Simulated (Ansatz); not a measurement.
The relaxed structure here is a generated cell of AlNi: the first start was made by placing the elements on the sites of a structure type, and the end was not matched to a known phase here, so it may be hypothetical. Known forms of AlNi include space group No. 221.

One starting cell of AlNi (a generated cell, AlNi built in the AFLOW prototype AB_oF8_69_a_b (B24, as in TlF)) was relaxed twice with Ansatz (plane waves, PAW, scalar-relativistic): with r2SCAN at 500 eV and with PBE at 420 eV. The r2SCAN result:

```
CELL_PARAMETERS angstrom
      0.00000     2.40267     2.40267
      2.40267     0.00000     2.40267
      2.40267     2.40267     0.00000
ATOMIC_POSITIONS crystal
  Al 0.00000 0.00000 0.00000
  Ni 0.50000 0.50000 0.50000
```

```json
[
 {"quantity": "space group", "r2SCAN": "Fm-3m", "PBE": "Fm-3m"},
 {"quantity": "volume (Å³/atom)", "r2SCAN": "13.87", "PBE": "…"},
 {"quantity": "a (Å)", "r2SCAN": "4.805", "PBE": "…"},
 {"quantity": "gap (eV, no spin-orbit coupling)", "r2SCAN": "0.00", "PBE": "…"}
]
```

Question: Fill in the PBE column.

Answer: 
- volume (Å³/atom), PBE: 14.32
- a (Å), PBE: 4.857
- gap (eV, no spin-orbit coupling), PBE: 0.00

Both levels end in the same structure; PBE's volume is 3.3 % larger. Neither column is exact.

No spin polarisation in the result. A magnetic state may lie lower.

The run could not lose the symmetry of its start, so the end can be a saddle point.

All atoms sit on sites fixed by symmetry, so only the cell could relax.

Ansatz is an electronic-structure program.
